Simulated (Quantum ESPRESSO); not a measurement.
# Mg3ClFSe2: finding a planted mistake in a log

Simulated, not a measurement. The program is pw.x of Quantum ESPRESSO 7.5 (plane-wave density functional theory). The cell is made up: 7 atoms on a zincblende/diamond lattice with one site empty, with randomly drawn elements, strain and displacements, not relaxed. PseudoDojo standard norm-conserving files (v0.5 for PBE, v0.4.1 for LDA and PBEsol) set the functional; there is no spin polarisation, spin-orbit coupling or dispersion term, and the masses in the input are unused placeholders.

Intended input:

```
&control calculation='scf', pseudo_dir='./dojo.nc.sr.pbe.v0_5.standard.upf', outdir='./o', disk_io='medium', tprnfor=.true., tstress=.true. /
&system ibrav=0, nat=7, ntyp=4, nbnd=44, ecutwfc=85.99341389, nosym=.true., tot_charge=0,
 occupations='smearing', smearing='fd', degauss=0.0018374661
/
&electrons conv_thr=7.350e-09, electron_maxstep=60, /
ATOMIC_SPECIES
Cl 1.0 Cl.upf
F 1.0 F.upf
Mg 1.0 Mg.upf
Se 1.0 Se.upf
CELL_PARAMETERS angstrom
5.3835 0.0107 -0.0525
0.0107 5.347 -0.0097
-0.0525 -0.0097 5.3748
ATOMIC_POSITIONS angstrom
Mg -0.0362 0.0402 -0.0743
Mg -0.0355 2.6836 2.6405
Mg 2.6379 0.0339 2.6255
Cl 1.2798 1.4123 1.3371
F 1.3541 4.0071 3.9961
Se 4.0648 1.2515 4.0502
Se 4.044 4.0745 1.3107
K_POINTS automatic
4 4 4 1 1 1
```

The log is shortened where brackets say so; the opening notice, blank lines, dates and the lines on written files are dropped, and the path of the files is cut. It prints rydbergs, bohrs and kilobars, and counts compression as positive stress. Where no state is partly filled, the Fermi energy that it prints is only some level between the filled and the empty states on the mesh, and need not lie in the true gap.

Log of the intended run:

```
     Program PWSCF v.7.5
     Parallel version (MPI & OpenMP), running on       1 processor cores
     Number of MPI processes:                 1
     Threads/MPI process:                     1
     [start-up lines left out]
     bravais-lattice index     =            0
     lattice parameter (alat)  =      10.1738  a.u.
     unit-cell volume          =    1043.9731 (a.u.)^3
     number of atoms/cell      =            7
     number of atomic types    =            4
     number of electrons       =        76.00
     number of Kohn-Sham states=           44
     kinetic-energy cutoff     =      85.9934  Ry
     charge density cutoff     =     343.9737  Ry
     scf convergence threshold =      7.3E-09
     mixing beta               =       0.7000
     number of iterations used =            8  plain     mixing
     Exchange-correlation= PBE
                           (   1   4   3   4   0   0   0)
     [axes and pseudopotential details left out]
   Cartesian axes
     site n.     atom                  positions (alat units)
         1        Mg     tau(   1) = (  -0.0067239   0.0074669  -0.0138007  )
         2        Mg     tau(   2) = (  -0.0065939   0.4984614   0.4904559  )
         3        Mg     tau(   3) = (   0.4899729   0.0062967   0.4876697  )
         4        Cl     tau(   4) = (   0.2377146   0.2623256   0.2483577  )
         5        F      tau(   5) = (   0.2515154   0.7442930   0.7422499  )
         6        Se     tau(   6) = (   0.7550104   0.2324581   0.7522986  )
         7        Se     tau(   7) = (   0.7511470   0.7568122   0.2434541  )
     number of k points=    32  Fermi-Dirac smearing, width (Ry)=  0.0018
                       cart. coord. in units 2pi/alat
        k(    1) = (   0.1259913   0.1258372   0.1266663), wk =   0.0625000
        k(    2) = (   0.1284328   0.1262866   0.3771080), wk =   0.0625000
     [further k points left out]
     Dense  grid:   112419 G-vectors     FFT dimensions: (  64,  60,  60)
     Estimated max dynamical RAM per process >     145.94 MB
     Initial potential from superposition of free atoms
     starting charge      75.9974, renormalised to      76.0000
     Starting wfcs are   41 randomized atomic wfcs +    3 random wfcs
     total cpu time spent up to now is        8.8 secs
     per-process dynamical memory:    77.5 Mb
     Self-consistent Calculation
     iteration #  1     ecut=    85.99 Ry     beta= 0.70
     Davidson diagonalization with overlap
     ethr =  1.00E-02,  avg # of iterations =  6.9
     Threshold (ethr) on eigenvalues was too large:
     Diagonalizing with lowered threshold
     Davidson diagonalization with overlap
     ethr =  7.24E-04,  avg # of iterations =  1.2
     total cpu time spent up to now is       52.7 secs
     total energy              =    -923.75011635 Ry
     estimated scf accuracy    <       0.54404757 Ry
     iteration #  2     ecut=    85.99 Ry     beta= 0.70
     Davidson diagonalization with overlap
     ethr =  7.16E-04,  avg # of iterations =  2.8
     total cpu time spent up to now is       75.7 secs
     total energy              =    -923.84249634 Ry
     estimated scf accuracy    <       0.32744174 Ry
     [iterations 3 to 7 left out]
     iteration #  8     ecut=    85.99 Ry     beta= 0.70
     Davidson diagonalization with overlap
     ethr =  1.08E-09,  avg # of iterations =  2.5
     total cpu time spent up to now is      235.3 secs
     total energy              =    -923.93202829 Ry
     estimated scf accuracy    <       0.00000020 Ry
     iteration #  9     ecut=    85.99 Ry     beta= 0.70
     Davidson diagonalization with overlap
     ethr =  2.57E-10,  avg # of iterations =  2.2
     total cpu time spent up to now is      261.2 secs
     End of self-consistent calculation
     [lines on levels left out]
     the Fermi energy is     6.2987 ev
!    total energy              =    -923.93202834 Ry
     estimated scf accuracy    <          5.8E-09 Ry
     smearing contrib. (-TS)   =       0.00000000 Ry
     internal energy E=F+TS    =    -923.93202834 Ry
     The total energy is F=E-TS. E is the sum of the following terms:
     one-electron contribution =    -672.65346471 Ry
     hartree contribution      =     340.26477382 Ry
     xc contribution           =    -165.04317525 Ry
     ewald contribution        =    -426.50016221 Ry
     convergence has been achieved in   9 iterations
     Forces acting on atoms (cartesian axes, Ry/au):
     atom    1 type  3   force =     0.12673913   -0.12444999    0.05096134
     atom    2 type  3   force =     0.02755276    0.02277259    0.07854667
     atom    3 type  3   force =    -0.04206477   -0.03291744    0.04924617
     atom    4 type  1   force =     0.04006667    0.00068903   -0.03065108
     atom    5 type  2   force =    -0.02634669    0.02959554   -0.03185496
     atom    6 type  4   force =    -0.09833458    0.13658620   -0.06162745
     atom    7 type  4   force =    -0.02761252   -0.03227594   -0.05462069
     Total force =     0.298185     Total SCF correction =     0.000227
     Computing stress (Cartesian axis) and pressure
          total   stress  (Ry/bohr**3)                   (kbar)     P=      108.90
   0.00061711  -0.00040026   0.00028658           90.78      -58.88       42.16
  -0.00040026   0.00079247  -0.00024753          -58.88      116.58      -36.41
   0.00028658  -0.00024753   0.00081122           42.16      -36.41      119.33
     init_run     :      8.24s CPU      8.72s WALL (       1 calls)
     electrons    :    242.18s CPU    252.46s WALL (       1 calls)
     forces       :      3.13s CPU      3.18s WALL (       1 calls)
     stress       :     11.86s CPU     12.00s WALL (       1 calls)
     [timing details left out]
     PWSCF        :   4m25.59s CPU   4m36.78s WALL
     JOB DONE.
```

A second run was made from an input with one planted mistake. Its log:

```
     Program PWSCF v.7.5
     Parallel version (MPI & OpenMP), running on       1 processor cores
     Number of MPI processes:                 1
     Threads/MPI process:                     1
     [start-up lines left out]
     bravais-lattice index     =            0
     lattice parameter (alat)  =      10.1738  a.u.
     unit-cell volume          =    1043.9731 (a.u.)^3
     number of atoms/cell      =            7
     number of atomic types    =            4
     number of electrons       =        76.00
     number of Kohn-Sham states=           62
     kinetic-energy cutoff     =      85.9934  Ry
     charge density cutoff     =     343.9737  Ry
     scf convergence threshold =      7.3E-09
     mixing beta               =       0.7000
     number of iterations used =            8  plain     mixing
     Exchange-correlation= PBE
                           (   1   4   3   4   0   0   0)
     [axes and pseudopotential details left out]
   Cartesian axes
     site n.     atom                  positions (alat units)
         1        Mg     tau(   1) = (  -0.0067239   0.0074669  -0.0138007  )
         2        Mg     tau(   2) = (  -0.0065939   0.4984614   0.4904559  )
         3        Mg     tau(   3) = (   0.4899729   0.0062967   0.4876697  )
         4        Cl     tau(   4) = (   0.2377146   0.2623256   0.2483577  )
         5        F      tau(   5) = (   0.2515154   0.7442930   0.7422499  )
         6        Se     tau(   6) = (   0.7550104   0.2324581   0.7522986  )
         7        Se     tau(   7) = (   0.7511470   0.7568122   0.2434541  )
     number of k points=    32  Fermi-Dirac smearing, width (Ry)=  0.0397
                       cart. coord. in units 2pi/alat
        k(    1) = (   0.1259913   0.1258372   0.1266663), wk =   0.0625000
        k(    2) = (   0.1284328   0.1262866   0.3771080), wk =   0.0625000
     [further k points left out]
     Dense  grid:   112419 G-vectors     FFT dimensions: (  64,  60,  60)
     Estimated max dynamical RAM per process >     165.62 MB
     Initial potential from superposition of free atoms
     starting charge      75.9974, renormalised to      76.0000
     Starting wfcs are   41 randomized atomic wfcs +   21 random wfcs
     total cpu time spent up to now is       14.2 secs
     per-process dynamical memory:    81.5 Mb
     Self-consistent Calculation
     iteration #  1     ecut=    85.99 Ry     beta= 0.70
     Davidson diagonalization with overlap
     ethr =  1.00E-02,  avg # of iterations =  8.1
     Threshold (ethr) on eigenvalues was too large:
     Diagonalizing with lowered threshold
     Davidson diagonalization with overlap
     ethr =  7.01E-04,  avg # of iterations =  1.1
     total cpu time spent up to now is      109.3 secs
     total energy              =    -923.76293368 Ry
     estimated scf accuracy    <       0.53073209 Ry
     iteration #  2     ecut=    85.99 Ry     beta= 0.70
     Davidson diagonalization with overlap
     ethr =  6.98E-04,  avg # of iterations =  2.0
     total cpu time spent up to now is      147.1 secs
     total energy              =    -923.84444357 Ry
     estimated scf accuracy    <       0.34895098 Ry
     [iterations 3 to 7 left out]
     iteration #  8     ecut=    85.99 Ry     beta= 0.70
     Davidson diagonalization with overlap
     ethr =  1.37E-09,  avg # of iterations =  2.3
     total cpu time spent up to now is      379.3 secs
     total energy              =    -923.94062452 Ry
     estimated scf accuracy    <       0.00000015 Ry
     iteration #  9     ecut=    85.99 Ry     beta= 0.70
     Davidson diagonalization with overlap
     ethr =  1.99E-10,  avg # of iterations =  2.3
     total cpu time spent up to now is      415.7 secs
     End of self-consistent calculation
     [lines on levels left out]
     the Fermi energy is     6.4823 ev
!    total energy              =    -923.94062455 Ry
     estimated scf accuracy    <          5.4E-09 Ry
     smearing contrib. (-TS)   =      -0.03580557 Ry
     internal energy E=F+TS    =    -923.90481898 Ry
     The total energy is F=E-TS. E is the sum of the following terms:
     one-electron contribution =    -672.46970573 Ry
     hartree contribution      =     340.09109803 Ry
     xc contribution           =    -165.02604907 Ry
     ewald contribution        =    -426.50016221 Ry
     convergence has been achieved in   9 iterations
     Forces acting on atoms (cartesian axes, Ry/au):
     atom    1 type  3   force =     0.13243561   -0.12469819    0.05065212
     atom    2 type  3   force =     0.03277525    0.02288038    0.07881400
     atom    3 type  3   force =    -0.04831036   -0.03302754    0.04952831
     atom    4 type  1   force =     0.03908007    0.00159296   -0.03140754
     atom    5 type  2   force =    -0.02650914    0.02840578   -0.03073104
     atom    6 type  4   force =    -0.10029235    0.13633673   -0.06247365
     atom    7 type  4   force =    -0.02917908   -0.03149011   -0.05438220
     Total force =     0.302757     Total SCF correction =     0.000602
     Computing stress (Cartesian axis) and pressure
          total   stress  (Ry/bohr**3)                   (kbar)     P=      110.88
   0.00065624  -0.00040339   0.00028691           96.54      -59.34       42.21
  -0.00040339   0.00079355  -0.00026302          -59.34      116.74      -38.69
   0.00028691  -0.00026302   0.00081138           42.21      -38.69      119.36
     init_run     :     13.36s CPU     14.18s WALL (       1 calls)
     electrons    :    395.13s CPU    401.49s WALL (       1 calls)
     forces       :      3.93s CPU      3.99s WALL (       1 calls)
     stress       :     14.43s CPU     14.50s WALL (       1 calls)
     [timing details left out]
     PWSCF        :   7m 7.02s CPU   7m14.54s WALL
     JOB DONE.
```

Question: what was wrong in the second input?

Answer: the smearing is too wide. The input lines that differ, file-writing options aside:

```
- &system ibrav=0, nat=7, ntyp=4, nbnd=44, ecutwfc=85.99341389, nosym=.true., tot_charge=0,
+ &system ibrav=0, nat=7, ntyp=4, nbnd=62, ecutwfc=85.99341389, nosym=.true., tot_charge=0,
-  occupations='smearing', smearing='fd', degauss=0.0018374661
+  occupations='smearing', smearing='fd', degauss=0.0396892679
```

|  | intended run | run with the mistake |
| --- | --- | --- |
| free energy (eV) | -12570.736 | -12570.853 |
| smearing term -TS (eV) | 0.0000 | -0.4872 |
| pressure (GPa) | 10.89 | 11.09 |
| largest force component (eV/Å) | 3.512 | 3.505 |
| largest change of a force component (eV/Å) |  | 0.161 |
| iterations | 9 | 9 |

For scale, a rerun of the intended cell at 1467 eV and a 6 x 6 x 6 mesh moved values by no more than 0.003 eV in energy, 0.02 GPa in stress and 0.004 eV/Å in force. The number of bands, nbnd, was set by rule from the electron count and the smearing, so it follows the mistake.